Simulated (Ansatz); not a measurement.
MoPt:
```cif
data_Mo2Pt2
_chemical_formula_sum 'Mo2 Pt2'
_space_group_name_H-M_alt 'P 1'
_space_group_IT_number 1
_cell_length_a 4.42881
_cell_length_b 2.70264
_cell_length_c 4.88705
_cell_angle_alpha 90.000
_cell_angle_beta 90.000
_cell_angle_gamma 90.000
loop_
_space_group_symop_operation_xyz
  'x, y, z'
loop_
_atom_site_label
_atom_site_type_symbol
_atom_site_fract_x
_atom_site_fract_y
_atom_site_fract_z
_atom_site_occupancy
Mo1 Mo 0.25000 0.00000 0.16367 1
Mo2 Mo 0.75000 0.00000 0.83633 1
Pt1 Pt 0.25000 0.50000 0.66425 1
Pt2 Pt 0.75000 0.50000 0.33575 1
```

Relaxed with LDA.

Which orbitals make up the states near the Fermi level in DFT-LDA in the program Ansatz with PAW potentials?

Within 0.5 eV of the Fermi level: Mo 4d 62 %, Pt 5d 30 %. Projections are on Löwdin-orthogonalised atomic valence shells; empty p or d shells of many metals are not among them.

Tabulate the density of states.

States/eV per cell of 4 atoms, in 0.25 eV bins, energy from the Fermi level.

| E (eV) | total | Pt 5d | Mo 4d | Pt 6s |
|---|---|---|---|---|
| -7.85 | 0.68 | 0.09 | 0.07 | 0.34 |
| -7.60 | 1.01 | 0.23 | 0.17 | 0.43 |
| -7.35 | 1.82 | 0.57 | 0.40 | 0.61 |
| -7.10 | 2.89 | 1.18 | 0.74 | 0.70 |
| -6.85 | 3.29 | 1.82 | 0.79 | 0.47 |
| -6.60 | 4.79 | 3.09 | 1.06 | 0.37 |
| -6.35 | 5.66 | 3.80 | 1.23 | 0.30 |
| -6.10 | 4.95 | 3.53 | 0.97 | 0.16 |
| -5.85 | 5.21 | 3.78 | 0.96 | 0.14 |
| -5.60 | 5.08 | 3.72 | 0.96 | 0.12 |
| -5.35 | 5.64 | 4.09 | 1.11 | 0.11 |
| -5.10 | 5.02 | 3.63 | 0.91 | 0.13 |
| -4.85 | 4.44 | 3.23 | 0.88 | 0.14 |
| -4.60 | 4.61 | 3.24 | 1.04 | 0.12 |
| -4.35 | 3.37 | 2.40 | 0.73 | 0.07 |
| -4.10 | 4.18 | 3.01 | 0.88 | 0.12 |
| -3.85 | 5.22 | 3.60 | 1.26 | 0.15 |
| -3.60 | 5.62 | 3.97 | 1.24 | 0.19 |
| -3.35 | 6.06 | 4.22 | 1.36 | 0.23 |
| -3.10 | 4.76 | 2.96 | 1.38 | 0.18 |
| -2.85 | 4.37 | 2.52 | 1.50 | 0.13 |
| -2.60 | 3.10 | 1.51 | 1.31 | 0.11 |
| -2.35 | 3.86 | 1.65 | 1.81 | 0.13 |
| -2.10 | 4.52 | 1.66 | 2.40 | 0.10 |
| -1.85 | 3.95 | 1.03 | 2.47 | 0.08 |
| -1.60 | 3.82 | 0.88 | 2.47 | 0.08 |
| -1.35 | 4.04 | 0.88 | 2.66 | 0.08 |
| -1.10 | 4.64 | 0.98 | 3.14 | 0.08 |
| -0.85 | 2.92 | 0.68 | 1.91 | 0.06 |
| -0.60 | 2.21 | 0.52 | 1.42 | 0.05 |
| -0.35 | 2.01 | 0.48 | 1.31 | 0.04 |
| -0.10 | 2.61 | 0.78 | 1.64 | 0.04 |
| 0.15 | 2.89 | 0.99 | 1.70 | 0.05 |
| 0.40 | 3.01 | 0.93 | 1.84 | 0.08 |
| 0.65 | 3.53 | 0.98 | 2.32 | 0.07 |
| 0.90 | 3.10 | 0.80 | 2.11 | 0.06 |
| 1.15 | 3.85 | 0.80 | 2.79 | 0.07 |
| 1.40 | 3.87 | 0.69 | 2.87 | 0.11 |
| 1.65 | 4.15 | 0.66 | 3.11 | 0.16 |
| 1.90 | 4.02 | 0.64 | 2.96 | 0.20 |
| 2.15 | 4.34 | 0.62 | 3.29 | 0.17 |
| 2.40 | 5.02 | 0.68 | 3.87 | 0.18 |
| 2.65 | 3.23 | 0.39 | 2.36 | 0.16 |
| 2.90 | 2.21 | 0.24 | 1.45 | 0.15 |

Space group Pmma. The workflow started from a Materials Project entry (that database holds measured and hypothetical structures alike); the Crystallography Open Database copy checked does not list it. With Mo and Pt taken as one species the cell has the higher symmetry P6_3/mmc, so it may be an ordered model of a mixed-site phase. Whether it is the stable phase at ambient conditions was not checked. Symmetry was held in the LDA relaxation; of distortions, only those at the zone centre were tested. No spin polarisation was allowed. Spin–orbit coupling is left out wherever it is not named.

Potentials: the later of the program's two PAW sets.
